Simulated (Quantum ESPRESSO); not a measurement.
# PSiO3F3: one run as intended and one with a planted mistake

A calculation, not a measurement. The program is pw.x of Quantum ESPRESSO 7.5 (plane-wave density functional theory). The cell is made up: 8 atoms on a quartz lattice with one site empty, with randomly drawn elements, strain and displacements, not relaxed. PseudoDojo standard norm-conserving files (v0.5 for PBE, v0.4.1 for LDA and PBEsol) set the functional; there is no spin polarisation, spin-orbit coupling or dispersion term, and the masses in the input are unused placeholders.

Intended input:

```
&control calculation='scf', pseudo_dir='./dojo.nc.sr.pbe.v0_5.standard.upf', outdir='./o', disk_io='medium', tprnfor=.true., tstress=.true. /
&system ibrav=0, nat=8, ntyp=4, nbnd=30, ecutwfc=84.00895049, nosym=.true., tot_charge=0,
 occupations='smearing', smearing='fd', degauss=0.0018374661
/
&electrons conv_thr=7.350e-09, electron_maxstep=60, /
ATOMIC_SPECIES
F 1.0 F.upf
O 1.0 O.upf
P 1.0 P.upf
Si 1.0 Si.upf
CELL_PARAMETERS angstrom
5.168 -0.0506 -0.0633
-2.6278 4.3849 -0.0142
-0.0695 -0.0581 5.62
ATOMIC_POSITIONS angstrom
P -1.2525 2.0436 1.8856
Si 1.3658 2.2785 -0.0246
O 1.3845 1.1077 4.4631
F 3.3962 0.6247 2.4951
O 2.8639 2.5061 0.6494
O 0.2369 1.8248 1.2166
F -1.2463 3.1725 3.0751
F 0.6602 3.7198 4.8752
K_POINTS automatic
5 5 4 1 1 1
```

The log is shortened where brackets say so; the opening notice, blank lines, dates and the lines on written files are dropped, and the path of the files is cut. It prints rydbergs, bohrs and kilobars, and counts compression as positive stress. Where no state is partly filled, the Fermi energy that it prints is only some level between the filled and the empty states on the mesh, and need not lie in the true gap.

Log of the intended run:

```
     Program PWSCF v.7.5
     Parallel version (MPI & OpenMP), running on       1 processor cores
     Number of MPI processes:                 1
     Threads/MPI process:                     1
     [start-up lines left out]
     bravais-lattice index     =            0
     lattice parameter (alat)  =       9.7673  a.u.
     unit-cell volume          =     854.1718 (a.u.)^3
     number of atoms/cell      =            8
     number of atomic types    =            4
     number of electrons       =        48.00
     number of Kohn-Sham states=           30
     kinetic-energy cutoff     =      84.0090  Ry
     charge density cutoff     =     336.0358  Ry
     scf convergence threshold =      7.3E-09
     mixing beta               =       0.7000
     number of iterations used =            8  plain     mixing
     Exchange-correlation= PBE
                           (   1   4   3   4   0   0   0)
     [axes and pseudopotential details left out]
   Cartesian axes
     site n.     atom                  positions (alat units)
         1        P      tau(   1) = (  -0.2423270   0.3953848   0.3648158  )
         2        Si     tau(   2) = (   0.2642477   0.4408320  -0.0047595  )
         3        O      tau(   3) = (   0.2678657   0.2143119   0.8634968  )
         4        F      tau(   4) = (   0.6570787   0.1208636   0.4827386  )
         5        O      tau(   5) = (   0.5540921   0.4848669   0.1256424  )
         6        O      tau(   6) = (   0.0458341   0.3530526   0.2353813  )
         7        F      tau(   7) = (  -0.2411275   0.6137984   0.5949539  )
         8        F      tau(   8) = (   0.1277320   0.7196871   0.9432277  )
     number of k points=    50  Fermi-Dirac smearing, width (Ry)=  0.0018
                       cart. coord. in units 2pi/alat
        k(    1) = (   0.1032223   0.1801154   0.1180993), wk =   0.0400000
        k(    2) = (   0.1060632   0.1825627   0.3480812), wk =   0.0400000
     [further k points left out]
     Dense  grid:    88817 G-vectors     FFT dimensions: (  60,  60,  64)
     Estimated max dynamical RAM per process >     111.73 MB
     Initial potential from superposition of free atoms
     starting charge      47.9992, renormalised to      48.0000
     Starting wfcs are   32 randomized atomic wfcs
     total cpu time spent up to now is        6.6 secs
     per-process dynamical memory:    85.0 Mb
     Self-consistent Calculation
     iteration #  1     ecut=    84.01 Ry     beta= 0.70
     Davidson diagonalization with overlap
     ethr =  1.00E-02,  avg # of iterations =  3.0
     total cpu time spent up to now is       27.3 secs
     total energy              =    -268.77204186 Ry
     estimated scf accuracy    <       2.02605049 Ry
     iteration #  2     ecut=    84.01 Ry     beta= 0.70
     Davidson diagonalization with overlap
     ethr =  4.22E-03,  avg # of iterations =  3.0
     total cpu time spent up to now is       47.9 secs
     total energy              =    -267.32549747 Ry
     estimated scf accuracy    <      10.81482860 Ry
     [iterations 3 to 13 left out]
     iteration # 14     ecut=    84.01 Ry     beta= 0.70
     Davidson diagonalization with overlap
     ethr =  2.64E-10,  avg # of iterations =  2.0
     total cpu time spent up to now is      302.8 secs
     total energy              =    -269.70787151 Ry
     estimated scf accuracy    <       0.00000001 Ry
     iteration # 15     ecut=    84.01 Ry     beta= 0.70
     Davidson diagonalization with overlap
     ethr =  2.50E-11,  avg # of iterations =  3.5
     total cpu time spent up to now is      325.5 secs
     End of self-consistent calculation
     [lines on levels left out]
     the Fermi energy is     2.5839 ev
!    total energy              =    -269.70787152 Ry
     estimated scf accuracy    <          4.3E-10 Ry
     smearing contrib. (-TS)   =      -0.00000000 Ry
     internal energy E=F+TS    =    -269.70787152 Ry
     The total energy is F=E-TS. E is the sum of the following terms:
     one-electron contribution =    -156.05435718 Ry
     hartree contribution      =     100.39584285 Ry
     xc contribution           =     -65.25446747 Ry
     ewald contribution        =    -148.79488972 Ry
     convergence has been achieved in  15 iterations
     Forces acting on atoms (cartesian axes, Ry/au):
     atom    1 type  3   force =     0.01681050    0.04019560   -0.04719090
     atom    2 type  4   force =    -0.08756366   -0.00289137   -0.18985956
     atom    3 type  2   force =    -0.01944625    0.06083697    0.05872966
     atom    4 type  1   force =     0.04818299    0.09921068   -0.05541950
     atom    5 type  2   force =     0.11853103   -0.02255751    0.14761636
     atom    6 type  2   force =    -0.13994105    0.02576134    0.08616208
     atom    7 type  1   force =    -0.00309339   -0.10073687   -0.09850000
     atom    8 type  1   force =     0.06651983   -0.09981885    0.09846185
     Total force =     0.422581     Total SCF correction =     0.000044
     Computing stress (Cartesian axis) and pressure
          total   stress  (Ry/bohr**3)                   (kbar)     P=     -134.03
  -0.00082116   0.00020500   0.00006907         -120.80       30.16       10.16
   0.00020500  -0.00091254   0.00015330           30.16     -134.24       22.55
   0.00006907   0.00015330  -0.00099959           10.16       22.55     -147.05
     init_run     :      6.41s CPU      6.55s WALL (       1 calls)
     electrons    :    307.82s CPU    318.86s WALL (       1 calls)
     forces       :      4.20s CPU      4.27s WALL (       1 calls)
     stress       :     15.39s CPU     15.47s WALL (       1 calls)
     [timing details left out]
     PWSCF        :   5m33.97s CPU   5m45.46s WALL
     JOB DONE.
```

A second run has one planted mistake: the plane-wave cutoff is too low. The input lines that differ, file-writing options aside:

```
- &system ibrav=0, nat=8, ntyp=4, nbnd=30, ecutwfc=84.00895049, nosym=.true., tot_charge=0,
+ &system ibrav=0, nat=8, ntyp=4, nbnd=30, ecutwfc=46.01015136, nosym=.true., tot_charge=0,
```

Its log:

```
     Program PWSCF v.7.5
     Parallel version (MPI & OpenMP), running on       1 processor cores
     Number of MPI processes:                 1
     Threads/MPI process:                     1
     [start-up lines left out]
     bravais-lattice index     =            0
     lattice parameter (alat)  =       9.7673  a.u.
     unit-cell volume          =     854.1718 (a.u.)^3
     number of atoms/cell      =            8
     number of atomic types    =            4
     number of electrons       =        48.00
     number of Kohn-Sham states=           30
     kinetic-energy cutoff     =      46.0102  Ry
     charge density cutoff     =     184.0406  Ry
     scf convergence threshold =      7.3E-09
     mixing beta               =       0.7000
     number of iterations used =            8  plain     mixing
     Exchange-correlation= PBE
                           (   1   4   3   4   0   0   0)
     [axes and pseudopotential details left out]
   Cartesian axes
     site n.     atom                  positions (alat units)
         1        P      tau(   1) = (  -0.2423270   0.3953848   0.3648158  )
         2        Si     tau(   2) = (   0.2642477   0.4408320  -0.0047595  )
         3        O      tau(   3) = (   0.2678657   0.2143119   0.8634968  )
         4        F      tau(   4) = (   0.6570787   0.1208636   0.4827386  )
         5        O      tau(   5) = (   0.5540921   0.4848669   0.1256424  )
         6        O      tau(   6) = (   0.0458341   0.3530526   0.2353813  )
         7        F      tau(   7) = (  -0.2411275   0.6137984   0.5949539  )
         8        F      tau(   8) = (   0.1277320   0.7196871   0.9432277  )
     number of k points=    50  Fermi-Dirac smearing, width (Ry)=  0.0018
                       cart. coord. in units 2pi/alat
        k(    1) = (   0.1032223   0.1801154   0.1180993), wk =   0.0400000
        k(    2) = (   0.1060632   0.1825627   0.3480812), wk =   0.0400000
     [further k points left out]
     Dense  grid:    36003 G-vectors     FFT dimensions: (  45,  45,  45)
     Estimated max dynamical RAM per process >      47.23 MB
     Check: negative core charge=   -0.000178
     Initial potential from superposition of free atoms
     starting charge      47.9992, renormalised to      48.0000
     Starting wfcs are   32 randomized atomic wfcs
     total cpu time spent up to now is        5.5 secs
     per-process dynamical memory:    39.2 Mb
     Self-consistent Calculation
     iteration #  1     ecut=    46.01 Ry     beta= 0.70
     Davidson diagonalization with overlap
     ethr =  1.00E-02,  avg # of iterations =  3.0
     total cpu time spent up to now is       19.5 secs
     total energy              =    -268.26547548 Ry
     estimated scf accuracy    <       1.71402217 Ry
     iteration #  2     ecut=    46.01 Ry     beta= 0.70
     Davidson diagonalization with overlap
     ethr =  3.57E-03,  avg # of iterations =  3.1
     total cpu time spent up to now is       31.7 secs
     total energy              =    -267.00732514 Ry
     estimated scf accuracy    <       9.16684416 Ry
     [iterations 3 to 12 left out]
     iteration # 13     ecut=    46.01 Ry     beta= 0.70
     Davidson diagonalization with overlap
     ethr =  1.61E-10,  avg # of iterations =  3.8
     total cpu time spent up to now is      162.7 secs
     total energy              =    -269.03082941 Ry
     estimated scf accuracy    <       0.00000003 Ry
     iteration # 14     ecut=    46.01 Ry     beta= 0.70
     Davidson diagonalization with overlap
     ethr =  6.86E-11,  avg # of iterations =  2.0
     total cpu time spent up to now is      171.7 secs
     End of self-consistent calculation
     [lines on levels left out]
     the Fermi energy is     2.5411 ev
!    total energy              =    -269.03082941 Ry
     estimated scf accuracy    <          1.7E-09 Ry
     smearing contrib. (-TS)   =      -0.00000000 Ry
     internal energy E=F+TS    =    -269.03082941 Ry
     The total energy is F=E-TS. E is the sum of the following terms:
     one-electron contribution =    -154.54103977 Ry
     hartree contribution      =      99.30329730 Ry
     xc contribution           =     -64.99819712 Ry
     ewald contribution        =    -148.79488982 Ry
     convergence has been achieved in  14 iterations
     Forces acting on atoms (cartesian axes, Ry/au):
     atom    1 type  3   force =     0.01572853    0.04036779   -0.04569676
     atom    2 type  4   force =    -0.08934530    0.00063566   -0.18873550
     atom    3 type  2   force =    -0.02072414    0.05729768    0.05249885
     atom    4 type  1   force =     0.04601064    0.09242243   -0.05342504
     atom    5 type  2   force =     0.11632608   -0.01844886    0.14355738
     atom    6 type  2   force =    -0.13410431    0.02593287    0.08719755
     atom    7 type  1   force =    -0.00250020   -0.09535529   -0.09482741
     atom    8 type  1   force =     0.06860870   -0.10285228    0.09943095
     Total force =     0.414192     Total SCF correction =     0.000088
     Computing stress (Cartesian axis) and pressure
          total   stress  (Ry/bohr**3)                   (kbar)     P=     -636.42
  -0.00428096   0.00020048   0.00006343         -629.75       29.49        9.33
   0.00020048  -0.00429605   0.00014012           29.49     -631.97       20.61
   0.00006343   0.00014012  -0.00440186            9.33       20.61     -647.54
     init_run     :      5.09s CPU      5.33s WALL (       1 calls)
     electrons    :    158.09s CPU    166.22s WALL (       1 calls)
     forces       :      1.35s CPU      1.38s WALL (       1 calls)
     stress       :      4.87s CPU      4.90s WALL (       1 calls)
     [timing details left out]
     PWSCF        :   2m49.59s CPU   2m58.10s WALL
     JOB DONE.
```

|  | intended run | run with the mistake |
| --- | --- | --- |
| free energy (eV) | -3669.563 | -3660.351 |
| smearing term -TS (eV) | 0.0000 | 0.0000 |
| pressure (GPa) | -13.40 | -63.64 |
| largest force component (eV/Å) | 4.881 | 4.853 |
| largest change of a force component (eV/Å) |  | 0.175 |
| iterations | 15 | 14 |

For scale, a rerun of the intended cell at 1437 eV and a 7 x 7 x 6 mesh moved values by no more than 0.003 eV in energy, 0.02 GPa in stress and 0.002 eV/Å in force.